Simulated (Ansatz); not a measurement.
Elastic constants of TiN (Fm-3m), step by step

```
CELL_PARAMETERS angstrom
0.00000 2.10230 2.10230
2.10230 0.00000 2.10230
2.10230 2.10230 0.00000
ATOMIC_POSITIONS crystal
Ti 0.00000 0.00000 0.00000
N 0.50000 0.50000 0.50000
```

Conventional cell: a = 4.205 Å, b = 4.205 Å, c = 4.205 Å, α = 90.00°, β = 90.00°, γ = 90.00°. Ti (atom 1) has 6 N at 2.10 Å as nearest neighbours. N (atom 2) has 6 Ti at 2.10 Å as nearest neighbours.

Level of theory, where no other is named: PBEsol, PAW on Ansatz 0.2.0's default frozen-core files (fitted under PBE), scalar-relativistic. k mesh 18×18×18, Fermi-Dirac smearing of 0.100 eV, cutoff 420 eV. The cell was relaxed by PAW under this functional.

The cell is cubic and carries a residual pressure of 0.00 GPa at this level. Each strain component that symmetry leaves independent is applied at ±0.005, the ions relax wherever a strain frees them, and the stress (tension positive, GPa) is read. Shears are engineering strains, γ = 2ε.

```csv
strain,size,σxx,σyy,σzz,σyz,σxz,σxy
xx,-0.005,-3.3043,-0.6493,-0.6493,0.0000,0.0000,0.0000
xx,+0.005,3.1099,0.6372,0.6372,0.0000,0.0000,0.0000
yz,-0.005,0.0020,-0.0037,-0.0037,-0.8495,0.0000,0.0000
yz,+0.005,0.0020,-0.0037,-0.0037,0.8495,0.0000,0.0000
```

A central difference gives one constant, for example C11 ≈ (3.1099 − (-3.3043))/(0.01) = 641.4 GPa; the program then imposes the crystal's symmetry on the whole matrix.

**Question.** What are the independent elastic constants?

**Answer.** C11 = 641.4, C12 = 128.7, C44 = 169.9 GPa.

**Question.** Do they meet the Born conditions?

**Answer.** C11 − C12 = 512.8, C11 + 2C12 = 898.7 and C44 = 169.9 GPa must all be positive, so the crystal is elastically stable; that says nothing yet of its phonons.

**Question.** What moduli does a random aggregate of grains have?

**Answer.** B = (C11 + 2C12)/3 = 299.6 GPa. G_V = (C11 − C12 + 3C44)/5 = 204.5 and G_R = 5(C11 − C12)C44/(4C44 + 3(C11 − C12)) = 196.4, so G_H = 200.4 GPa. Then E = 9BG/(3B + G) = 491.7 GPa, ν = (3B − 2G)/(6B + 2G) = 0.226 and B/G = 1.49, on the brittle side of Pugh's 1.75 (a rule of thumb).

**Question.** With the density of 5.529 g/cm³, how fast does sound travel, and what Debye temperature follows?

**Answer.** 

| direction | slow (m/s) | middle (m/s) | fast (m/s) |
| --- | --- | --- | --- |
| [100] | 5543 | 5543 | 10771 |
| [110] | 5543 | 6810 | 10018 |
| [111] | 6415 | 6415 | 9755 |

The mean of v⁻³ over directions and branches gives v_m = 6640 m/s and θ_D = (ħ/k_B) v_m (6π²n)^(1/3) = 940 K, n being atoms per volume. Young's modulus spans 429 to 598 GPa over directions, and the universal anisotropy index is 0.21.

Caveats: frozen-core PAW files fitted under PBE, their cores solved anew for the functional of the run; responses of metals move with mesh and smearing.
